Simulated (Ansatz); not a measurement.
In2Co3S2:
```cif
data_Co9In6S6
_chemical_formula_sum 'In6 Co9 S6'
_space_group_name_H-M_alt 'R-3m :H'
_space_group_IT_number 166
_space_group_name_Hall '-R 3 2"'
_cell_length_a 5.23634
_cell_length_b 5.23634
_cell_length_c 13.38047
_cell_angle_alpha 90.000
_cell_angle_beta 90.000
_cell_angle_gamma 120.000
loop_
_atom_site_label
_atom_site_type_symbol
_atom_site_symmetry_multiplicity
_atom_site_Wyckoff_symbol
_atom_site_fract_x
_atom_site_fract_y
_atom_site_fract_z
_atom_site_occupancy
In1 In 3 b 0.00000 0.00000 0.50000 1
In2 In 3 a 0.00000 0.00000 0.00000 1
Co1 Co 9 d 0.50000 0.50000 0.50000 1
S1 S 6 c 0.00000 0.00000 0.27866 1
```
(The calculation used a cell of 7 atoms; values per cell refer to that cell.)

Relaxed at zero pressure with plane-wave PAW PBEsol (Ansatz code).

Q: The volume is lowered by 6 % and shape and atoms relax at that volume. What pressure results, and how do the axes share the change?

A: 8.1 GPa; a -1.8 %, b -1.8 %, c -2.5 %; the energy rises by 21 meV/atom.

Q: Give the new structure.

A: 
Space group R-3m, hexagonal axes (No. 166); a = b = 5.141 Å, c = 13.050 Å, α = β = 90.00°, γ = 120.00°

| atom | site | symmetry | x | y | z |
|---|---|---|---|---|---|
| In | 3b | -3m | 0.0000 | 0.0000 | 0.5000 |
| In | 3a | -3m | 0.0000 | 0.0000 | 0.0000 |
| Co | 9d | .2/m | 0.5000 | 0.5000 | 0.5000 |
| S | 6c | 3m | 0.0000 | 0.0000 | 0.2818 |

The phase is kept; no other phase was compared at this pressure.

The first step of the workflow began from a Materials Project structure, measured or hypothetical; the Crystallography Open Database files this formula in space group No. 166, but the cells were not matched. Its standing as an ambient phase is unchecked. The PBEsol relaxation kept the symmetry of its start; its stability against distortions is not shown here. The workflow began spin-polarised and lost its moments.

Potentials: the later of the program's two PAW sets.
